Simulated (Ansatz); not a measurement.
# ZnCu (Pm-3m): the size of the finite step

```
Zn Cu
1.0
     2.91870    0.00000    0.00000
     0.00000    2.91870    0.00000
     0.00000    0.00000    2.91870
Zn Cu
1 1
Direct
  0.50000 0.50000 0.50000
  0.00000 0.00000 0.00000
```

Conventional cell: a = 2.919 Å, b = 2.919 Å, c = 2.919 Å, α = 90.00°, β = 90.00°, γ = 90.00°. Zn (atom 1) has 8 Cu at 2.53 Å as nearest neighbours. Cu (atom 2) has 8 Zn at 2.53 Å as nearest neighbours.

Unless marked otherwise, the numbers come from r²SCAN, PAW on Ansatz 0.2.0's default frozen-core files (fitted under PBE), scalar-relativistic. k mesh 14×14×14, strains of ±0.003, Fermi-Dirac smearing of 0.050 eV, cutoff 500 eV. The cell was relaxed by PAW under this functional.

Elastic constants come from stresses at strains of ±0.003 (and twice that, four-point stencil): C11 = 183.0, C12 = 111.0, C44 = 107.3 GPa. What does an amplitude of 0.0002 give?

C11 = 182.9, C12 = 111.0, C44 = 107.2 GPa. Nothing moves by 1 %. Steps under 0.001 aren't safe in general, since the basis can change from cell to cell and the noise grows as 1/δ.

Limits of these numbers: frozen-core PAW files fitted under PBE, their cores solved anew for the functional of the run; responses of metals move with mesh and smearing.
